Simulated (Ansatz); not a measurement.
**Profile along the Ag–Ag line in Ag (fcc, Cu type)**

Ag (fcc, Cu type)

```xyz
1
Lattice="0.0000 2.0746 2.0746 2.0746 0.0000 2.0746 2.0746 2.0746 0.0000" Properties=species:S:1:pos:R:3 pbc="T T T"
Ag     0.0000     0.0000     0.0000
```

Fields along a shortest Ag–Ag line of a {100} plane (2.93 Å), from Ag to Ag, interpolated on the slice's grid (step about 0.1 Å). Computed with PBE (plane waves to 420 eV, PAW, scalar-relativistic; Ansatz, an electronic-structure program). k mesh 19×19×19. Inside the PAW spheres the values are not all-electron values, and peaks at nuclei hang on which shells count as valence. Ag was relaxed with its symmetry unable to fall. The PAW data are Ansatz's earlier set.

```csv
distance from Ag (Å),valence electron density (e/Å³),electron localisation function
0.00,23.25,x
0.15,21.23,x
0.29,16.29,x
0.44,10.61,x
0.59,5.92,0.49
0.73,2.84,0.43
0.88,1.22,0.34
1.03,0.55,0.25
1.17,0.32,0.18
1.32,0.22,0.16
1.47,0.20,0.16
1.61,0.22,0.16
1.76,0.32,0.18
1.90,0.55,0.25
2.05,1.22,0.34
2.20,2.84,0.43
2.34,5.92,0.49
2.49,10.61,x
2.64,16.29,x
2.78,21.23,x
2.93,23.25,x
```

x: too close to a nucleus for the ELF to mean much.

Density on the Ag–Ag line (2.93 Å) at its midpoint: 0.20 e/Å³. ELF at that point: 0.16.
